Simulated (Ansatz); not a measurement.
Phonons of ScPt3 (AuCu3-type structure)

Level of theory: DFT, PBEsol, scalar-relativistic, no spin polarisation; plane waves to 420 eV with PAW datasets (Ansatz 0.2.0), Gaussian smearing of 0.15 eV. The datasets are Ansatz's generated set soft_2.

```xyz
4
Lattice="3.9516 0.0000 0.0000 0.0000 3.9516 0.0000 0.0000 0.0000 3.9516" Properties=species:S:1:pos:R:3 pbc="T T T"
Sc    0.0000    0.0000    0.0000
Pt    0.0000    1.9758    1.9758
Pt    1.9758    1.9758    0.0000
Pt    1.9758    0.0000    1.9758
```

The start was a prototype's sites filled with these elements; the Crystallography Open Database holds the compound in this structure.

Force constants come from finite displacements in a 2×2×2 supercell (the unit cell's 8×8×8 k-mesh, folded to it); the long-range dipole term is not included. Points in reciprocal vectors of this cell: Γ = (0.000, 0.000, 0.000), X = (0.000, 0.500, 0.000), M = (0.500, 0.500, 0.000), R = (0.500, 0.500, 0.500).

Frequencies at the named points (cm⁻¹, imaginary ones negative):
```tsv
point	ω (cm⁻¹)
Γ	0 0 0 124 124 124 163 163 163 234 234 234
X	92 92 103 103 111 131 144 164 164 236 236 270
M	99 103 103 108 109 109 135 159 176 242 251 251
R	88 88 88 107 107 118 118 118 198 237 237 237
```

**Question.** Is the structure dynamically stable along this path, and where does the spectrum end?

**Answer.** Yes: no branch is imaginary beyond numerical noise. The highest frequency is 270 cm⁻¹, at X. Points that don't fit the supercell are interpolated.

**Question.** What does the harmonic approximation give for the vibrational free energy, entropy and heat capacity?

**Answer.** Zero-point energy 28.1 meV/atom.
| T (K) | F_vib (meV/atom) | S (J/K per mole of atoms) | C_V (J/K per mole of atoms) |
| --- | --- | --- | --- |
| 100 | 23.5 | 12.3 | 17.0 |
| 200 | 3.0 | 26.3 | 22.4 |
| 300 | -29.4 | 35.6 | 23.7 |
| 400 | -70.0 | 42.5 | 24.2 |
| 500 | -117.1 | 48.0 | 24.5 |
| 600 | -169.2 | 52.5 | 24.6 |
| 700 | -225.6 | 56.3 | 24.7 |
| 800 | -285.6 | 59.6 | 24.8 |
| 900 | -348.9 | 62.5 | 24.8 |
| 1000 | -415.0 | 65.1 | 24.8 |

The highest mode, 270 cm⁻¹, is worth 390 K. At 300 K the heat capacity has reached 95 % of the classical limit 3R = 24.9 J/K per mole of atoms: a mode at k_BT already holds 92 % of its classical share, and one at 1.5 k_BT 83 %.

The crystal is a metal or nearly so; low and unstable modes depend on mesh and smearing.

Run time: 4 min on 4 threads of Arm Neoverse V1, on a shared host, peak memory 4.7 GiB.

Spin–orbit coupling, which matters for such heavy elements, is left out.
